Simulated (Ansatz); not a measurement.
The relaxed structure here is a generated cell of Au: the first start was made by placing the elements on the sites of a structure type, and the end was not matched to a known phase here, so it may be hypothetical. Known forms of Au include space group No. 225.

A relaxed structure of Au. Space group I4/mmm (No. 139), AFLOW prototype A_tI2_139_a (A_a). Calculation: r2SCAN (plane waves to 500 eV, PAW, scalar-relativistic; Ansatz, an electronic-structure program).

```xyz
1
Lattice="-1.7408 1.7408 1.4591 1.7408 -1.7408 1.4591 1.7408 1.7408 -1.4591" Properties=species:S:1:pos:R:3 pbc="T T T"
Au     0.0000     0.0000     0.0000
```

For Au, the volume per atom comes out as 17.69 Å³ and the density is 18.49 g/cm³. The band gap is no gap (metallic) and the shortest distances is Au–Au 2.86 Å. The k-mesh is 21×21×21.

No spin polarisation in the result.

The run could not lose the symmetry of its start: the end is stationary, and may be a saddle point rather than a minimum.
